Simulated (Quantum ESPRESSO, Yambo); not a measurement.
Levels of theory for the gap of Ag$_{2}$S

Ag2S (space group Cmc2_1, No. 36): one geometry, one set of PBEsol (Quantum ESPRESSO, PseudoDojo norm-conserving, 82 Ry, without SOC) orbitals, self-energies from Yambo (4×4×2 Γ-centred k mesh, bands 17 to 159 and a 6 Ry block in the screening, 159 bands in G with the Bruneval-Gonze terminator, plasmon pole fitted at 27.2 eV).

The geometry is that of Materials Project entry mp-32669, symmetrised and not relaxed again.

| level | gap (0, -0.5, 0) → Γ (eV) | direct gap at Γ (eV) | rough Yambo cost |
|---|---|---|---|
| PBEsol (Quantum ESPRESSO) | 1.21 | 1.22 | – |
| exchange only (Hartree-Fock self-energy on PBEsol orbitals) | 8.65 | 8.93 | about 1/10 (12 states) |
| static COHSEX@PBEsol | 2.14 | 2.17 | within a factor of two (3 states) |
| G0W0@PBEsol, plasmon pole | 2.06 | 2.08 | 1 (12 states) |

Bare exchange has no screening and gives the widest gap; static COHSEX screens it but leaves out the frequency dependence, which G0W0 restores. All rows use the PBEsol edge points; in the exchange only run other k points give a smaller gap, 8.39 eV.

Costs are rough ratios of core time on shared machines.

Nearest settings tried, and what they do to the gap: 113 bands in G: +9 meV; 113 bands in W, 113 bands in G: +86 meV; 5 Ry block (161 vectors against 217): -14 meV; 2×2×1 mesh: -155 meV. So the settings aren't converged at that level.

Spin-orbit splittings are left out.

The structure is a Materials Project entry; no match was found in the copy of COD used, and its stability was not checked.
